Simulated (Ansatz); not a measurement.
With plane-wave PAW PBE (Ansatz code), MoW in the orthorhombic phase (Cmcm; W on 4c, Mo on 4c) relaxes to a = 2.600 Å, b = 10.706 Å, c = 4.680 Å. Its formation energy from the elements is 0.41 eV/atom, with no fitted shifts.

Electronic character: metallic (no gap).

An equation-of-state fit gives a bulk modulus of 256 GPa.

The start of the workflow was typed in or built on a structure type; neither database checked (COD, Materials Project) lists it. Whether it is the stable phase at ambient conditions was not checked. The cell was relaxed with PBE under the symmetry of its start; its stability against distortions is not shown here. The run is not spin-polarised. Its formation energy is positive at this level, so the cell may be metastable or incomplete. Axis ratios of metals converge slowly with the k-mesh, so a and c are less sure than the volume. The references are the lowest solids computed at this level, not always the standard phases. Spin–orbit coupling is left out wherever it is not named.

Potentials: the later of the program's two PAW sets.
